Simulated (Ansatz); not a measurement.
## InBi: pressure against volume

A database entry relaxed whole under r2SCAN (P4/nmm):

```xyz
4
Lattice="4.8764 0.0000 0.0000 0.0000 4.8764 0.0000 0.0000 0.0000 5.3023" Properties=species:S:1:pos:R:3 pbc="T T T"
In    0.0000    0.0000    0.0000
In    2.4382    2.4382    0.0000
Bi    0.0000    2.4382    1.8926
Bi    2.4382    0.0000    3.4097
```

The cell was scaled uniformly, its shape held, and the atoms relaxed at each volume with plane-wave PAW DFT (Ansatz 0.2.0; r2SCAN, 500 eV, 7×7×7 Γ-centred mesh, fermi-dirac occupations of width 0.100 eV; no spin, no spin-orbit coupling). One row is withheld.

```tsv
volume (Å³/atom)	energy over the lowest (meV/atom)	pressure (GPa)
29.630	13.1	2.48
30.260	5.4	1.53
30.891	1.2	0.73
31.521	0.0	0.01
32.151	1.5	-0.62
32.782	?	?
33.412	11.2	-1.66
```

**Question.** Fit the pressures of the other rows to the third-order Birch-Murnaghan form.

**Answer.** With f = [(V₀/V)^(2/3) − 1]/2 and P = 3B₀f(1 + 2f)^(5/2)[1 + 3(B₀′ − 4)f/2], least squares gives V₀ = 31.53 Å³ an atom, B₀ = 33.6 GPa and B₀′ = 5.5; the rows miss the fit by less than 0.01 GPa. The slope of the energies differs from these pressures by 0.07 GPa, since they are taken to zero smearing while pressures follow the free energy.

**Question.** What does the withheld row hold?

**Answer.** The fit gives -1.18 GPa at 32.782 Å³; the run gave -1.18 GPa and 5.3 meV an atom.

Caveats: the shape of the cell was held, so B₀ is an upper bound where the axes differ in stiffness; 0 K, fixed nuclei; the symmetry was kept, and this need not be the phase that is stable at 0 K; one mesh for all volumes; no dispersion correction, so weakly bound layers stand too far apart; pressure is positive in compression.
